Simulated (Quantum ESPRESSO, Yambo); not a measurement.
**Levels of theory for the gap of Ba2SrWO6**

Ba2SrWO6 (space group C2/m, No. 12): one geometry, one set of PBEsol (Quantum ESPRESSO, PseudoDojo norm-conserving, 84 Ry, without SOC) orbitals, self-energies from Yambo (2×2×2 Γ-centred k mesh, bands 2 to 314 and a 8 Ry block in the screening, 314 bands in G with the Bruneval-Gonze terminator, plasmon pole fitted at 27.2 eV).

The geometry is that of Materials Project entry mp-18764, symmetrised and not relaxed again.

```tsv
level	gap (0, 0, -0.5) → (-0.5, -0.5, 0) (eV)	direct gap at (-0.5, -0.5, 0) (eV)	rough Yambo cost
PBEsol (Quantum ESPRESSO)	2.73	2.86	–
exchange only (Hartree-Fock self-energy on PBEsol orbitals)	13.13	13.24	about 1/10 (12 states)
static COHSEX@PBEsol	5.05	5.18	within a factor of two (3 states)
G0W0@PBEsol, plasmon pole	4.38	4.50	1 (12 states)
```

Bare exchange has no screening and gives the widest gap; static COHSEX screens it but leaves out the frequency dependence, which G0W0 restores.

Costs are rough ratios of core time on shared machines.

Nearest settings tried, and what they do to the gap: 204 bands in W, 204 bands in G: +41 meV; 7 Ry block (335 vectors against 423): -2 meV. Not varied: mesh. So the settings aren't converged at that level. The k mesh is coarse.

Without spin-orbit coupling, band edges of such heavy elements can be off by tenths of an eV.

The structure is a Materials Project entry; no match was found in the copy of COD used, and its stability was not checked.
